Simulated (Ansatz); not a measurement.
Consider the following.

SrTiO3:
```yaml
crystal:
  lattice:
    - [3.89468, 0.00000, 0.00000]
    - [0.00000, 3.89468, 0.00000]
    - [0.00000, 0.00000, 3.89468]
  atoms:
    - { symbol: Sr, position: [0.00000, 0.00000, 0.00000] }
    - { symbol: Ti, position: [0.50000, 0.50000, 0.50000] }
    - { symbol: O, position: [0.50000, 0.00000, 0.50000] }
    - { symbol: O, position: [0.00000, 0.50000, 0.50000] }
    - { symbol: O, position: [0.50000, 0.50000, 0.00000] }
```

This is the HSE06-relaxed structure.

### Question
All from HSE06 (plane waves, PAW; program Ansatz), unless another level is named. Estimate the gap with spin–orbit coupling.

### Answer
3.33 eV (at the special points and the edges found without it).

### Question
Predict the band gap.

### Answer
3.36 eV (indirect).

### Question
What about the smallest direct gap on the standard path?

### Answer
3.72 eV.

### Question
Give the conduction-band minimum.

### Answer
at Γ.

### Question
Next, the valence-band maximum?

### Answer
at R.

Space group Pm-3m (cubic perovskite). The HSE06 relaxation kept the symmetry of its start. No spin polarisation was allowed. The hybrid was solved on a coarse mesh, the path and, where they were found, the r²SCAN edge points; its band edges are the extreme levels among these. Scalar-relativistic: spin–orbit coupling is off unless named, which matters more the heavier the elements.

Potentials: the earlier of the program's two PAW sets.
